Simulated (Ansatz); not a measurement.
## NMR crystallography of Bi₂S₃: given against relaxed positions

Start: an entry of the Crystallography Open Database (COD) (listed for 1.0 GPa), atoms as given.

```xyz
20
Lattice="11.1360 0.0000 0.0000 0.0000 3.9574 0.0000 0.0000 0.0000 11.0350" Properties=species:S:1:pos:R:3 pbc="T T T"
Bi    0.1370    0.9893    7.4442
Bi    5.4310    2.9680    1.9267
Bi    5.7050    0.9893    9.1083
Bi   10.9990    2.9680    3.5908
Bi    3.7651    0.9893    5.1401
Bi    1.8029    2.9680   10.6576
Bi    9.3331    0.9893    0.3774
Bi    7.3709    2.9680    5.8949
S     0.5601    0.9893    1.3970
S     5.0079    2.9680    6.9145
S     6.1281    0.9893    4.1205
S    10.5759    2.9680    9.6380
S     4.1671    0.9893    0.6654
S     1.4009    2.9680    6.1829
S     9.7351    0.9893    4.8521
S     6.9689    2.9680   10.3696
S     2.4176    0.9893    8.8964
S     3.1504    2.9680    3.3789
S     7.9856    0.9893    7.6561
S     8.7184    2.9680    2.1386
```

Atoms are numbered from 1 in the order listed; like atoms form one site, named after its first atom.

The numbers come from a DFT calculation in Ansatz (PBE, plane waves and PAW, scalar-relativistic, 420 eV cutoff, Γ-centred 3×7×3 k-points, Fermi–Dirac smearing 0.02 eV).

The largest force at the start is 0.43 eV/Å. Relaxing the ions at fixed cell moves them by 0.062 Å at most (atom 2, Bi) and 0.048 Å rms. End positions:

```
CELL_PARAMETERS angstrom
11.13600 0.00000 0.00000
0.00000 3.95740 0.00000
0.00000 0.00000 11.03500
ATOMIC_POSITIONS crystal
Bi 0.00674 0.25000 0.67531
Bi 0.49326 0.75000 0.17531
Bi 0.50674 0.25000 0.82469
Bi 0.99326 0.75000 0.32469
Bi 0.33381 0.25000 0.46857
Bi 0.16619 0.75000 0.96857
Bi 0.83381 0.25000 0.03143
Bi 0.66619 0.75000 0.53143
S 0.05027 0.25000 0.12972
S 0.44973 0.75000 0.62972
S 0.55027 0.25000 0.37028
S 0.94973 0.75000 0.87028
S 0.37711 0.25000 0.05664
S 0.12289 0.75000 0.55664
S 0.87711 0.25000 0.44336
S 0.62289 0.75000 0.94336
S 0.21849 0.25000 0.80486
S 0.28151 0.75000 0.30486
S 0.71849 0.25000 0.69514
S 0.78151 0.75000 0.19514
```

```json
{"site": "Bi1", "atom": "1", "moved (Å)": "0.062", "first shell before": "7 S at 2.67–3.29 Å", "first shell after": "7 S at 2.70–3.22 Å", "V_zz before (10²¹ V/m²)": "8.78", "η before": "0.89"}
{"site": "Bi5", "atom": "5", "moved (Å)": "0.057", "first shell before": "7 S at 2.57–3.25 Å", "first shell after": "7 S at 2.64–3.22 Å", "V_zz before (10²¹ V/m²)": "-23.6", "η before": "0.05"}
{"site": "S9", "atom": "9", "moved (Å)": "0.034", "first shell before": "5 Bi at 2.57–3.04 Å", "first shell after": "5 Bi at 2.64–2.99 Å", "V_zz before (10²¹ V/m²)": "4.34", "η before": "0.85"}
{"site": "S13", "atom": "13", "moved (Å)": "0.052", "first shell before": "5 Bi at 2.67–3.25 Å", "first shell after": "5 Bi at 2.70–3.22 Å", "V_zz before (10²¹ V/m²)": "-8.78", "η before": "0.21"}
{"site": "S17", "atom": "17", "moved (Å)": "0.021", "first shell before": "3 Bi at 2.70–2.72 Å; also 1 Bi at 3.29 Å", "first shell after": "4 Bi at 2.74–3.22 Å", "V_zz before (10²¹ V/m²)": "-2.35", "η before": "0.15"}
```

(1) How do the gradients change?

## Answers

(1) 

```tsv
site	atom	V_zz after	η after	change of V_zz
Bi1	1	4.26	0.75	-4.52
Bi5	5	-16.23	0.10	+7.37
S9	9	-3.55	0.88	–
S13	13	-7.79	0.05	+0.99
S17	17	-1.95	0.08	+0.40
```

The largest change of V_zz along a kept axis is on Bi5, from -23.6 to -16.23. In per cent, |V_zz| changes by -51 to -31 on Bi, -17 to -11 on S (all sites that start above 0.5, bar those whose gradient vanishes or changes sign or whose main axis turns by over 40°). Where |V_zz| stays above 0.1 and the axes keep their order, η moves most on S13, from 0.21 to 0.05. On S9 the largest principal value lies along another axis in the second run, so the two V_zz can't be compared directly.

Spin–orbit coupling is left out, which shifts gradients on Bi by a few per cent, and by more where contributions nearly cancel.
